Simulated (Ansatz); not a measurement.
PtSe$_{2}$:
```cif
data_PtSe2
_chemical_formula_sum 'Pt1 Se2'
_space_group_name_H-M_alt 'P 1'
_space_group_IT_number 1
_cell_length_a 3.71669
_cell_length_b 3.71669
_cell_length_c 5.82668
_cell_angle_alpha 90.000
_cell_angle_beta 90.000
_cell_angle_gamma 120.000
loop_
_space_group_symop_operation_xyz
  'x, y, z'
loop_
_atom_site_label
_atom_site_type_symbol
_atom_site_fract_x
_atom_site_fract_y
_atom_site_fract_z
_atom_site_occupancy
Pt1 Pt 0.00000 0.00000 0.00000 1
Se1 Se 0.66667 0.33333 0.77502 1
Se2 Se 0.33333 0.66667 0.22498 1
```

Relaxed with r²SCAN.

Question: Which orbitals make up the states near the band edges in r²SCAN in the plane-wave PAW code Ansatz?

Answer: Top 1 eV of the valence band: Se 4p 83 %, Pt 5d 14 %. Bottom 1 eV of the conduction band: Se 4p 60 %, Pt 5d 33 %. Projections are on Löwdin-orthogonalised atomic valence shells; empty p or d shells of many metals are not among them.

Question: Tabulate the density of states.

Answer: States/eV per cell of 3 atoms, in 0.25 eV bins, energy from the valence-band maximum.

| E (eV) | total | Se 4p | Pt 5d | Pt 6s |
|---|---|---|---|---|
| -7.86 | 0.00 | 0.00 | 0.00 | 0.00 |
| -7.61 | 0.00 | 0.00 | 0.00 | 0.00 |
| -7.36 | 0.00 | 0.00 | 0.00 | 0.00 |
| -7.11 | 0.01 | 0.00 | 0.00 | 0.00 |
| -6.86 | 0.90 | 0.49 | 0.22 | 0.15 |
| -6.61 | 1.23 | 0.67 | 0.31 | 0.21 |
| -6.36 | 1.96 | 1.06 | 0.49 | 0.32 |
| -6.11 | 2.96 | 1.42 | 1.31 | 0.12 |
| -5.86 | 3.02 | 1.21 | 1.69 | 0.04 |
| -5.61 | 6.88 | 2.76 | 3.93 | 0.05 |
| -5.36 | 3.15 | 1.41 | 1.40 | 0.13 |
| -5.11 | 2.72 | 1.31 | 1.11 | 0.16 |
| -4.86 | 1.60 | 0.71 | 0.78 | 0.06 |
| -4.61 | 2.68 | 1.09 | 1.47 | 0.03 |
| -4.36 | 5.29 | 2.20 | 2.80 | 0.05 |
| -4.11 | 2.92 | 0.93 | 1.83 | 0.04 |
| -3.86 | 3.09 | 0.61 | 2.39 | 0.02 |
| -3.61 | 1.06 | 0.26 | 0.77 | 0.01 |
| -3.36 | 0.80 | 0.14 | 0.62 | 0.01 |
| -3.11 | 5.87 | 0.96 | 4.54 | 0.24 |
| -2.86 | 3.62 | 1.31 | 1.98 | 0.17 |
| -2.61 | 1.53 | 0.73 | 0.66 | 0.05 |
| -2.36 | 1.87 | 1.14 | 0.62 | 0.03 |
| -2.11 | 2.88 | 1.80 | 0.97 | 0.01 |
| -1.86 | 2.58 | 1.63 | 0.86 | 0.01 |
| -1.61 | 2.98 | 2.03 | 0.84 | 0.01 |
| -1.36 | 3.49 | 2.49 | 0.89 | 0.01 |
| -1.11 | 2.04 | 1.51 | 0.46 | 0.01 |
| -0.86 | 1.89 | 1.50 | 0.33 | 0.00 |
| -0.61 | 1.48 | 1.24 | 0.20 | 0.00 |
| -0.36 | 1.04 | 0.86 | 0.15 | 0.00 |
| -0.11 | 0.48 | 0.44 | 0.03 | 0.00 |
| 0.14 | 0.00 | 0.00 | 0.00 | 0.00 |
| 0.39 | 0.00 | 0.00 | 0.00 | 0.00 |
| 0.64 | 0.05 | 0.03 | 0.02 | 0.00 |
| 0.89 | 1.08 | 0.62 | 0.38 | 0.00 |
| 1.14 | 1.87 | 1.12 | 0.62 | 0.00 |
| 1.39 | 2.38 | 1.46 | 0.74 | 0.01 |
| 1.64 | 2.57 | 1.63 | 0.77 | 0.01 |
| 1.89 | 4.33 | 2.87 | 1.26 | 0.01 |
| 2.14 | 2.98 | 2.01 | 0.86 | 0.00 |
| 2.39 | 0.69 | 0.49 | 0.19 | 0.00 |
| 2.64 | 0.04 | 0.03 | 0.01 | 0.00 |
| 2.89 | 0.00 | 0.00 | 0.00 | 0.00 |
| 3.14 | 0.00 | 0.00 | 0.00 | 0.00 |
| 3.39 | 0.00 | 0.00 | 0.00 | 0.00 |
| 3.64 | 0.00 | 0.00 | 0.00 | 0.00 |
| 3.89 | 0.00 | 0.00 | 0.00 | 0.00 |
| 4.14 | 0.00 | 0.00 | 0.00 | 0.00 |
| 4.39 | 0.01 | 0.00 | 0.00 | 0.01 |
| 4.64 | 0.45 | 0.12 | 0.01 | 0.19 |
| 4.89 | 0.82 | 0.22 | 0.02 | 0.31 |
| 5.14 | 1.32 | 0.34 | 0.03 | 0.48 |
| 5.39 | 1.39 | 0.35 | 0.02 | 0.49 |

Space group P-3m1 (CdI2 type). The r²SCAN relaxation kept the symmetry of its start. The run is not spin-polarised. A crystal of weakly bound layers computed without a dispersion correction: the cell and the soft elastic constants depend strongly on that. Scalar-relativistic: spin–orbit coupling is off unless named, which matters more the heavier the elements.

Potentials: the earlier of the program's two PAW sets.
